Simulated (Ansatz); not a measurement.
Vibrational response of TaRu at 6 GPa

Method: DFT LDA, scalar-relativistic, plane waves, PAW in Ansatz. Cutoff 420 eV, 14×14×12 k-points (Γ-centred), Fermi-Dirac smearing of 0.15 eV. No spin polarisation. Phonons by linear response, acoustic sum rule imposed.

The cell, relaxed at 6 GPa:
```yaml
crystal:
  lattice:
    - [2.98624, 0.00000, 0.00000]
    - [0.00000, 2.98624, 0.00000]
    - [0.00000, 0.00000, 3.33853]
  atoms:
    - { symbol: Ta, position: [0.50000, 0.50000, 0.50000] }
    - { symbol: Ru, position: [0.00000, 0.00000, 0.00000] }
```

In a metal, frequencies and elastic constants depend on the k mesh and the smearing, soft modes and shear constants most. Spin–orbit coupling is left out, which can shift energies with elements as heavy as these. Other phases may be more stable at this pressure.

**Question.** Is this structure stable against zone-centre distortions?

**Answer.** Yes, at Γ: no optical mode is imaginary. Strains and other wave vectors aren't tested by this run.

**Question.** List the optical modes at Γ (i marks imaginary ones).

**Answer.**
| frequency (meV) | degeneracy |
| --- | --- |
| 20.0 | 1 |
| 20.3 | 2 |

Cost: 1 run of about 1.7 core-minutes, on Arm Neoverse V1 (shared hosts).